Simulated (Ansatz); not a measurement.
An Ansatz (a first-principles code) run. Input:

Ansatz 0.2 input:
```yaml
crystal:
  lattice:
    - [3.6393872819, 0.0, 0.0]
    - [-1.819693641, 3.1518018404, 0.0]
    - [0.0, 0.0, 7.2294012862]
  atoms:
    - { symbol: Ca, position: [0.3333333333, 0.6666666667, 0.25] }
    - { symbol: Ca, position: [0.6666666667, 0.3333333333, 0.75] }
    - { symbol: F, position: [0.3333333333, 0.6666666667, 0.5921209564] }
    - { symbol: F, position: [0.6666666667, 0.3333333333, 0.0921209564] }
    - { symbol: F, position: [0.6666666667, 0.3333333333, 0.4078790436] }
    - { symbol: F, position: [0.3333333333, 0.6666666667, 0.9078790436] }
kpoints:
  mp_grid: { grid: [9, 9, 4] }
hamiltonian:
  xc: r2scan
  pseudopotentials: { azcp: { folder: ./paw }, kind: paw }
scf:
  occupations: { method: fixed }
checkpoint: { read: static.run }
output: { bader: true, populations: true }
```

Output (shortened):

```
Pseudopotential: Ca, paw, valence charge 10
Pseudopotential: F, paw, valence charge 7
Functional definition: r2SCAN
Crystal: 6 atoms, lattice volume = 82.926 Å³
Basis set: ecut = 500 eV, 2127 PW (Γ), exchange–correlation on 108×108×216 points (64 copies of the dense FFT grid, shifted against one another)
Bands: 30, of which v1, the nominal top of the filled ones, is band 24 counted from 1 (23 counted from 0)
Symmetry: 24 space group operations
Space group: P63/mmc (ITA 194), of the structure as read, at distance tolerance 4.4e-5 Å
k-points: 36 of 324
Stability of the state it starts from, as read at its close in the unpolarized treatment …
iter 1 solved again at ethr=1.19e-7 eV; its pass at ethr=3.10e-3 eV (dr2=5.72e-5 eV) is discarded
SCF iter   1: F=—  HF=-6893.896011 eV  |F-HF|=—  |Δ(HF+E_count)|=         —  Δρ=5.21e-7  dr2=1.15e-10  dr2_τ=3.13e-11  ethr=1.19e-7  ⟨swp⟩=3.5  Hψ=7132  notcnv=0  defer=144
preconditioner: auto → Resta (q_TF=auto, 2.491 Å⁻¹)
SCF iter   2: F=-6893.896011 eV  HF=-6893.896011 eV  |F-HF|=1.55e-11  |Δ(HF+E_count)|=   5.30e-8  Δρ=2.51e-7  dr2=3.30e-11  dr2_τ=2.17e-11  ethr=1.00e-12  ⟨swp⟩=11.9  Hψ=6406  notcnv=0
SCF 1 converged in 2 iterations: F = -6893.896011 eV  dr2 = 3.30e-11
SCF converged after 2 iterations
Free energy (F): -6893.896011 eV
Harris-Foulkes:  -6893.896011 eV  (|F-HF|=1.55e-11)
Internal energy: -6893.896011 eV  (E = F + TS)
E sigma→0 (E₀):  -6893.896011 eV
Fermi energy:    3.700298 eV
--- Per-component energies (eV) ---
  E_band       = -412.796624
  E_kinetic    = 1309.050885
  E_local      = -3686.298080  (includes V_loc(G=0)·N_el)
  E_nonlocal   = 525.453326
  E_hartree    = 1321.642229
  E_xc         = -563.264548
  E_vxc        = -813.149347  (∫ρ·V_xc dr)
  E_paw        = -2572.760791  (= ΣΔE_a)
  E_vpaw       = -446.009279  (= ΣTr[D̂ρ^β])
  E_aug_tail   = 0.001172  (compensation charges beyond the density's cutoff)
  E_vtau       = 54.870485  (kinetic-family band-sum trace: ∫τ·v_τ [+ j·A + Jᵃ·Aᵃ] dr)
  E_ewald      = -3227.153307
  E_core_change = -0.566898  (= ΣΔE_core)
  E_smearing   =  0.000000  (= −TS)
  E_closure    = 0.000000  (closes the sum)
  Σ components = -6893.896011   (vs F -6893.896011, Δ=0.00e0)
  [band-id]    e_kinetic+e_local+e_nonlocal+2·e_hartree+e_vxc+e_vpaw+e_augmentation_tail+e_vtau = -412.796380   (vs E_band -412.796624, Δ=2.45e-4)
--- Band table (eV; the first three rows and the last of 36) ---
  k-point 0: bands = ["-34.9938", "-34.9800", "-18.1782", "-18.1660", "-17.4380", "-16.9512", "-15.0741", "-15.0741", "-15.0598", "-15.0598", "-14.8690", "-14.3574", "0.3380", "1.2454", "1.3924", "1.3924", "1.7567", "1.7567", "2.1784", "2.1784", "2.8129", …
  k-point 1: bands = ["-34.9918", "-34.9820", "-18.1889", "-18.1777", "-17.3574", "-17.0160", "-15.0720", "-15.0720", "-15.0619", "-15.0619", "-14.7933", "-14.4318", "0.5008", "1.1754", "1.4204", "1.4204", "1.6496", "1.6496", "2.3329", "2.3329", "2.7932", …
  k-point 2: bands = ["-34.9869", "-34.9869", "-18.1938", "-18.1938", "-17.1795", "-17.1795", "-15.0669", "-15.0669", "-15.0669", "-15.0669", "-14.6119", "-14.6119", "0.8774", "0.8774", "1.5076", "1.5076", "1.5076", "1.5076", "2.5899", "2.5899", "2.5899", …
  k-point 35: bands = ["-34.9501", "-34.9501", "-18.2277", "-18.2277", "-17.2877", "-17.2877", "-15.2404", "-15.2404", "-15.0273", "-15.0273", "-14.6002", "-14.6002", "0.8558", "0.8558", "0.9113", "0.9113", "1.3366", "1.3366", "2.7263", "2.7263", "2.7856", …
--- Löwdin populations: 6 sites ---
  site symbol       q [e]
     0     Ca      8.2435
     1     Ca      8.2435
     2      F      7.7740
     3      F      7.7740
     4      F      7.7740
     5      F      7.7740
  spilling = 0.008684 (of n_electrons = 48.000000)
--- Bader charges: 6 sites ---
  site symbol  charge [e]  shift [e]
     0     Ca      1.6818     0.0009
     1     Ca      1.6818     0.0009
     2      F     -0.8409     0.0004
     3      F     -0.8409     0.0004
     4      F     -0.8409     0.0004
     5      F     -0.8409     0.0004
  shift: an alarm, by how much a part of what the PAW files miss would move the charge. Where it is large, compare
  with a run on PAW files of another source; a small one proves nothing
  estimated error of the sums over rays = 1.9e-4 e
```

Cost: very roughly 28 core-seconds on shared cores.

Space group P6_3/mmc. The start of the workflow was typed in or built on a structure type; neither database checked (COD, Materials Project) lists it. It is not the phase usual at ambient conditions (space group No. 225). The r²SCAN relaxation kept the symmetry of its start; whether a distortion lowers the energy is not shown.

Potentials: the earlier of the program's two PAW sets.

Ansatz is a plane-wave DFT program.
